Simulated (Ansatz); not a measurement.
Consider the following.

C (diamond, Fd-3m), a = 3.5538 Å, b = 3.5538 Å, c = 3.5538 Å, α = 90.00°, β = 90.00°, γ = 90.00°; the cell used has 2 atoms.

This is the PBEsol-relaxed structure.

Task: All from DFT-PBEsol in the program Ansatz with PAW potentials, unless another level is named. Give the band gap.

Result: 4.03 eV (indirect).

Task: Next, the hole effective mass, band 1 of 3 at the edge?

Result: 0.52 along [100], 2.1 along [110], 0.68 along [111] (mₑ).

Task: Next, the hole effective mass, band 3 of 3 at the edge?

Result: 0.29 along [100], 0.20 along [110], 0.17 along [111] (mₑ).

Task: And the valence-band maximum?

Result: at Γ.

The PBEsol relaxation kept the symmetry of its start.

Potentials: the later of the program's two PAW sets.
